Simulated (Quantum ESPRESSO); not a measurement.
Inputs of pw.x and gipaw.x (a modified build of Quantum ESPRESSO, PBE) for MgSe; the starting potential comes from an earlier run on another mesh:

```
&CONTROL
  calculation = 'scf'
  prefix = 'x'
  pseudo_dir = './pseudo'
  outdir = './out'
  tprnfor = .true.
/
&SYSTEM
  ibrav = 0
  nat = 2
  ntyp = 2
  ecutwfc = 40
  ecutrho = 160
  occupations = 'fixed'
  nbnd = 8
/
&ELECTRONS
  conv_thr = 1e-11
  startingpot = 'file'
/
ATOMIC_SPECIES
Mg 24.305 Mg.GGA_PBE-JTH.UPF
Se 78.971 Se.GGA_PBE-JTH.UPF
CELL_PARAMETERS angstrom
    0.000000000000     2.720056375000     2.761062250000
    2.720056375000     0.000000000000     2.761062250000
    2.720056375000     2.720056375000     0.000000000000
ATOMIC_POSITIONS crystal
Mg     0.000000000000     0.000000000000     0.000000000000
Se     0.500000000000     0.500000000000     0.500000000000
K_POINTS automatic
6 6 6 1 1 1
```

```
&INPUTGIPAW
  job = 'nmr'
  prefix = 'x'
  tmp_dir = './out/'
  restart_mode = 'from_scratch'
  pawproj(1) = .true.
  pawproj(2) = .true.
  use_nmr_macroscopic_shape = .false.
/
```

The cell was made here from a computed Materials Project entry: strained by +1 % along the cube axis and by -0.5 % across it, atoms relaxed (PBE without dispersion, pw.x of Quantum ESPRESSO, symmetry kept). The parent is MgSe in Fm-3m; whether this form has been observed was not checked. Stability against distortions was not tested.

Question: Predict the shielding tensors that the run ends with.

Answer: 
```
     Total NMR chemical shifts in ppm: ---------------------------------------
     (adopting the Simpson convention for anisotropy and asymmetry)-----------

     Atom  1  Mg  pos: (  0.000000  0.000000  0.000000)  Total sigma:         567.50
           567.2416         -0.0000          0.0000
            -0.0000        567.2416         -0.0000
             0.0000         -0.0000        568.0228

     Mg      1    anisotropy:      0.78    eta:    0.0000
     Mg      1    sigma_11=    567.24
     Mg      1    sigma_22=    567.24
     Mg      1    sigma_33=    568.02

     Atom  2  Se  pos: (  0.701797  0.701797  0.712377)  Total sigma:        1826.49
          1833.0339          0.0000          0.0000
             0.0000       1833.0339          0.0000
             0.0000          0.0000       1813.4040

     Se      2    anisotropy:    -19.63    eta:    0.0000
     Se      2    sigma_11=   1833.03
     Se      2    sigma_22=   1833.03
     Se      2    sigma_33=   1813.40
```
The printed anisotropy is 3/2 (σ_33 − σ_iso) in the program's own order; the axes are left out here. Anisotropies that symmetry doesn't fix are less certain than the isotropic values. These are absolute shieldings with no macroscopic susceptibility term; δ = σ_ref − σ needs a reference computed alike. In our sweeps, cutoffs and meshes of this size left a few ppm, and up to some 20 ppm on atoms from Zn on. Spin–orbit coupling is left out; its weight grows with the heaviest atom, Se here. The datasets of Mg, Se hold no d projectors, which limits absolute σ on these atoms. Static lattice: thermal averaging is not included.
